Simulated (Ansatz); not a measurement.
Input and command of a plane-wave DFT calculation in Ansatz:

```yaml
crystal:
  lattice:
    - [3.9072701557, 0.0, 0.0]
    - [0.0, 3.9072701557, 0.0]
    - [-1.9536350779, 0.0, 2.2004468572]
  atoms:
    - { symbol: Au, position: [0.0, 0.0, 0.0] }
    - { symbol: Au, position: [0.5, 0.5, 0.0] }
basis:
  ecutwfc: 500
kpoints:
  mp_grid: { grid: [9, 9, 16] }
hamiltonian:
  xc: r2scan
scf:
  occupations: { method: gaussian, width: 0.1 }
output:
  forces: true
  stress: true
  eigenvalues: true
relax:
  adjacent_minimum: "off"
  f_tol: 0.01
  max_steps: 50
  cell: { fix: [a, b, gamma], stress_tol: 0.1 }
```

```bash
ansatz run input.yaml --threads 8 --pin off --max-ram 20480MiB --backend cpu --events-out ev --progress --plain --runs-dir out
```

Processor: Intel(R) Xeon(R) Platinum 8259CL CPU @ 2.50GHz (Skylake/Cascade Lake), 8 threads, on a host shared with other jobs.

Estimate time, memory and problem size.

About 40 s on 8 threads of Intel(R) Xeon(R) Platinum 8259CL CPU @ 2.50GHz (Skylake/Cascade Lake), on a shared host, peak memory 0.79 GiB. It solves 23 bands at 365 k points (the mesh reduced by the symmetry that the task leaves, which can be less than the crystal's) with about 857 plane waves (on the last cell), in 32 SCF iterations over 5 ionic steps.
